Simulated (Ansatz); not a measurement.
One crystal and one scan (scan of one atom of the cell) at two levels, PBE (plane waves to 420 eV, PAW, scalar-relativistic; Ansatz, a first-principles code) and r2SCAN (plane waves to 500 eV, PAW, scalar-relativistic; Ansatz), each from its own relaxed cell and on its own mesh.

The crystal is TiSi₂ (C49 type, space group Cmcm); one Si atom of a 6-atom cell moves by s along Cartesian [111], with its periodic images.

Energies are smeared free energies. This is one of several known forms of TiSi2; the measured ambient cells at hand have space group No. 70. TiSi2 is run without spin polarisation. TiSi2 was relaxed with its symmetry unable to fall. With partly filled bands, energies and forces of such displacements shift with the k mesh and the smearing. Both scans cover s from -0.240 to 0.240 Å.

```tsv
quantity	run 1	run 2
Lattice constant a (Å)	3.527	3.546
Lattice constant b (Å)	13.52	13.56
Lattice constant c (Å)	3.565	3.580
Relaxed volume (Å³/atom)	14.16	14.35
Energy at s = 0.240 Å (meV/cell)	344	317
Force along the line at s = -0.240 Å (eV/Å)	2.522	2.362
Force constant k = d²E/ds² at s = 0 (finite differences) (eV/Å²)	10.92	10.12
```

Problem. Which run is which level?

Solution. Run 2 is PBE, run 1 is r2SCAN. PBE gives the higher value for: lattice constant a; lattice constant b; lattice constant c; relaxed volume. PBE gives the lower value for: energy at s = 0.240 Å; force along the line at s = -0.240 Å; force constant k = d²E/ds² at s = 0. Both give the same symmetry of the curve: not even: the positive side lies higher at ±0.240 Å. Neither level is exact: the differences show how much the result hangs on the functional.

(A displaced cell: forces are minus the slopes of the energy, force constants its curvatures, and phonons follow from these.)
